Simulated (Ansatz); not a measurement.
Q: Each is relaxed and computed with the program Ansatz at the PBE level (PAW). Which alone has a direct gap?
(A) CaO, CsCl type
(B) MgIn2O4, I-4 (In on 2b, In on 2d, Mg on 2a, O on 8g)
(C) ZnS, NiAs type
(D) ZnIn2O4, I-4 (In on 2b, In on 2d, Zn on 2a, O on 8g)

A: D, ZnIn2O4, I-4 (In on 2b, In on 2d, Zn on 2a, O on 8g). ZnIn2O4: gap 0.88 eV (direct); MgIn2O4: gap 1.38 eV (indirect); CaO: gap 2.78 eV (indirect); ZnS: gap 0.40 eV (indirect). Constructed cells (a structure type filled with these elements, in neither database checked): ZnIn2O4, I-4 (In on 2b, In on 2d, Zn on 2a, O on 8g); MgIn2O4, I-4 (In on 2b, In on 2d, Mg on 2a, O on 8g). Typed or built starts, not in the databases checked: ZnS, NiAs type. Not the usual ambient phase: CaO, CsCl type; ZnS, NiAs type. All cells were relaxed under the symmetry of their starts (and spin orders); stability against distortions was not tested throughout. Scalar-relativistic: spin–orbit coupling is off unless named, which matters more the heavier the elements.

Potentials: the earlier of the program's two PAW sets.
